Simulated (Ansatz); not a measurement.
# Al₃InSb₄: rattling a relaxed structure

The structure comes from a generated guess, relaxed at this level; another structure or a mixture of phases may lie lower.

These are results of DFT PBE, scalar-relativistic, plane waves, PAW (Ansatz), not measurements. Cutoff 420 eV; k points 6×4×4 on the computed 8-atom cell (Γ-centred); Gaussian smearing, width 0.02 eV; no spin polarisation.

The cell below (8 atoms, space group Pmm2 (No. 25)) is relaxed within its symmetry.

```
Al In Sb
1.0
     4.47206    0.00000    0.00000
     0.00000    8.94066    0.00000
     0.00000    0.00000    6.31724
Al In Sb
3 1 4
Direct
  0.00000 0.00000 0.99955
  0.50000 0.24332 0.49997
  0.50000 0.75668 0.49997
  0.00000 0.50000 0.99996
  0.50000 0.00000 0.24304
  0.00000 0.23877 0.74119
  0.50000 0.50000 0.27514
  0.00000 0.76123 0.74119
```

For the test it was strained at random (σ = 1.5 % a component), the atoms were moved at random (σ = 0.05 Å), and all was relaxed again on a coarse 4×2×2 mesh (in the run’s order of axes) with 0.10 eV smearing, with no symmetry imposed.

These runs have no spin–orbit coupling, which can matter for Sb.

Question: What happens?

Answer: It returns, within 1 meV/atom of the unmoved cell on that mesh and with the same symmetry when read at 0.1 Å (P1 at 0.01 Å, so small strains and shifts remain). No instability shows in this cell; modes of other wave vectors, which need another repeat, aren't tested.
